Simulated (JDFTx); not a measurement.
An input for JDFTx (a modified build) (Ag(111), linear PCM (GLSSA13), water, 1 M NaCl; bohr, hartree) and the course of its log:

```
lattice \
  5.4844024463 2.7422012137 0.0000000000 \
  0.0000000000 4.7496318402 0.0000000000 \
  0.0000000000 0.0000000000 52.5343862646
coords-type Lattice
ion Ag 0.3333333333 0.3333333333 -0.2130983230 0
ion Ag 0.6666666667 0.6666666667 -0.1278589940 0
ion Ag 0.0000000000 0.0000000000 -0.0426196650 0
ion Ag 0.3333333333 0.3333333333 0.0426196650 0
ion Ag 0.6666666667 0.6666666667 0.1278589940 0
ion Ag 0.0000000000 0.0000000000 0.2130983230 0
ion-species pseudo/ag_pbe_v1.4.upf
elec-cutoff 20 100
elec-ex-corr gga-PBE
coulomb-interaction Slab 001
coulomb-truncation-embed 0 0 0
kpoint-folding 8 8 1
elec-smearing Fermi 0.01
elec-n-bands 71
electronic-scf nIterations 100 energyDiffThreshold 1e-08
fluid LinearPCM
pcm-variant GLSSA13
fluid-solvent H2O
fluid-cation Na+ 1
fluid-anion Cl- 1
fluid-minimize nIterations 400 knormThreshold 1e-11
wavefunction read vac.wfns
elec-initial-eigenvals vac.eigenvals
dump-name f0.$VAR
dump End State Ecomponents EigStats BandEigs Forces ElecDensity IonicPositions Fillings Kpoints Dtot FluidDebug BoundCharge FluidDensity
```

```
[one cycle in 5 is shown, and the last three; fluid-solver lines are left out]
	FillingsUpdate:  mu: -0.156273253  nElectrons: 114.000000
SCF: Cycle:  0   F: -885.594504087457267   dF: -5.304e-06   |Residual|: 2.661e-04   |deigs|: 2.453e-05
	FillingsUpdate:  mu: -0.156338460  nElectrons: 114.000000
SCF: Cycle:  5   F: -885.594504133022838   dF: -1.501e-07   |Residual|: 2.880e-05   |deigs|: 4.724e-05
	FillingsUpdate:  mu: -0.156435861  nElectrons: 114.000000
SCF: Cycle: 10   F: -885.594504149259933   dF: +1.226e-08   |Residual|: 2.034e-05   |deigs|: 3.642e-05
	FillingsUpdate:  mu: -0.156419950  nElectrons: 114.000000
SCF: Cycle: 15   F: -885.594504171178301   dF: -5.952e-08   |Residual|: 1.065e-05   |deigs|: 4.673e-05
	FillingsUpdate:  mu: -0.156404791  nElectrons: 114.000000
SCF: Cycle: 20   F: -885.594504169619881   dF: -7.339e-08   |Residual|: 8.609e-06   |deigs|: 2.964e-05
	FillingsUpdate:  mu: -0.156392819  nElectrons: 114.000000
SCF: Cycle: 25   F: -885.594504146696636   dF: +9.318e-09   |Residual|: 2.092e-05   |deigs|: 3.777e-05
	FillingsUpdate:  mu: -0.156406537  nElectrons: 114.000000
SCF: Cycle: 30   F: -885.594504169894435   dF: -4.576e-08   |Residual|: 8.538e-06   |deigs|: 2.815e-05
	FillingsUpdate:  mu: -0.156421188  nElectrons: 114.000000
SCF: Cycle: 35   F: -885.594504169591801   dF: +2.991e-09   |Residual|: 8.198e-06   |deigs|: 9.401e-06
	FillingsUpdate:  mu: -0.156418532  nElectrons: 114.000000
SCF: Cycle: 40   F: -885.594504172502411   dF: -8.009e-08   |Residual|: 4.501e-06   |deigs|: 2.391e-05
	FillingsUpdate:  mu: -0.156419603  nElectrons: 114.000000
SCF: Cycle: 45   F: -885.594504167616833   dF: -3.134e-08   |Residual|: 9.065e-06   |deigs|: 3.111e-05
	FillingsUpdate:  mu: -0.156418089  nElectrons: 114.000000
SCF: Cycle: 50   F: -885.594504171145900   dF: -2.316e-08   |Residual|: 6.318e-06   |deigs|: 3.214e-05
	FillingsUpdate:  mu: -0.156430762  nElectrons: 114.000000
SCF: Cycle: 55   F: -885.594504134058184   dF: +3.778e-08   |Residual|: 1.989e-05   |deigs|: 1.895e-05
	FillingsUpdate:  mu: -0.156408640  nElectrons: 114.000000
SCF: Cycle: 60   F: -885.594504170596792   dF: -4.594e-08   |Residual|: 8.003e-06   |deigs|: 2.714e-05
	FillingsUpdate:  mu: -0.156445677  nElectrons: 114.000000
SCF: Cycle: 65   F: -885.594504069273171   dF: +9.914e-08   |Residual|: 3.483e-05   |deigs|: 4.182e-05
	FillingsUpdate:  mu: -0.156423633  nElectrons: 114.000000
SCF: Cycle: 70   F: -885.594504172904635   dF: +7.049e-12   |Residual|: 5.340e-06   |deigs|: 7.012e-06
	FillingsUpdate:  mu: -0.156423115  nElectrons: 114.000000
SCF: Cycle: 75   F: -885.594504161080749   dF: -2.960e-08   |Residual|: 1.385e-05   |deigs|: 3.284e-05
	FillingsUpdate:  mu: -0.156386265  nElectrons: 114.000000
SCF: Cycle: 80   F: -885.594504135121838   dF: +3.177e-08   |Residual|: 2.808e-05   |deigs|: 4.392e-05
	FillingsUpdate:  mu: -0.156444173  nElectrons: 114.000000
SCF: Cycle: 85   F: -885.594504135106263   dF: +3.018e-08   |Residual|: 1.941e-05   |deigs|: 2.598e-05
	FillingsUpdate:  mu: -0.156437322  nElectrons: 114.000000
SCF: Cycle: 90   F: -885.594504114263600   dF: +5.658e-08   |Residual|: 2.236e-05   |deigs|: 1.894e-05
	FillingsUpdate:  mu: -0.156403130  nElectrons: 114.000000
SCF: Cycle: 95   F: -885.594504167173909   dF: -2.431e-08   |Residual|: 9.585e-06   |deigs|: 2.718e-05
	FillingsUpdate:  mu: -0.156380823  nElectrons: 114.000000
SCF: Cycle: 97   F: -885.594504129322559   dF: +3.520e-08   |Residual|: 2.375e-05   |deigs|: 5.782e-05
	FillingsUpdate:  mu: -0.156417241  nElectrons: 114.000000
SCF: Cycle: 98   F: -885.594504172992060   dF: -4.367e-08   |Residual|: 4.064e-06   |deigs|: 3.710e-05
	FillingsUpdate:  mu: -0.156431959  nElectrons: 114.000000
SCF: Cycle: 99   F: -885.594504120250576   dF: +5.274e-08   |Residual|: 2.110e-05   |deigs|: 1.582e-05
SCF: None of the convergence criteria satisfied after 100 iterations.
IonicMinimize: Iter:   0  F: -885.594504120250576  |grad|_K:  0.000e+00
IonicMinimize: Converged (|grad|_K<1.000000e-04).
```

This run gave no converged result. The loop ran out of cycles short of its threshold. It has stalled and not diverged: the last ten energies span 8e-08 Ha, so the total is near its end, but levels, forces and charges aren't shown converged.
